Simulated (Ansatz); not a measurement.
Starting cell, MoSi₂ (MoSi2 type, space group I4/mmm):

```
CELL_PARAMETERS angstrom
     -1.60108     1.60108     3.90975
      1.60108    -1.60108     3.90975
      1.60108     1.60108    -3.90975
ATOMIC_POSITIONS crystal
  Mo 0.00000 0.00000 0.00000
  Si 0.33530 0.33530 0.00000
  Si 0.66470 0.66470 0.00000
```

In this cell atom 2 (Si, nearest neighbour Si at 2.576 Å; its periodic images, 3.2 Å or more away, move with it) is moved by s along Cartesian [111], unit vector (0.577, 0.577, 0.577); all other atoms and the cell stay fixed.

All values below come from r2SCAN (plane waves to 500 eV, PAW, scalar-relativistic; Ansatz, a quantum-chemistry and plane-wave program). k mesh 12×12×12 (Γ-centred), Fermi-Dirac smearing 0.05 eV. The energy includes the smearing's −TS. Left out: 1 of 11 points, with atoms too close for the PAW data. With partly filled bands, energies and forces of such displacements shift with the k mesh and the smearing. MoSi2 is run without spin polarisation. MoSi2 was relaxed with its symmetry unable to fall. The PAW data are Ansatz's earlier set. ΔE is measured from the undisplaced structure. The last digit holds for this mesh only.

```
s (Å)   ΔE (meV/cell)
------  -------------
-0.770         3809.7
-0.616       withheld
-0.462         1087.4
-0.308          461.2
-0.154          114.4
0.000             0.0
0.154           124.4
0.308           549.2
0.462          1394.1
0.616          2864.3
```

Question: Fit a polynomial form (powers 2, 3, 4) to the given rows and predict ΔE at s = -0.616.

Answer: Least squares on the 9 given rows: ΔE = (4828)·s² + (1533)·s³ + (4683)·s⁴, in meV/cell with s in Å; root-mean-square residual 3.21 meV/cell. At -0.616 the fit gives 2148.0 meV/cell; the calculation gives 2118.7 meV/cell, so the interpolation is off by 29.3 (+1.4 %). The quadratic term alone would give 1832.0 meV/cell.

(A displaced cell: forces are minus the slopes of the energy, force constants its curvatures, and phonons follow from these.)
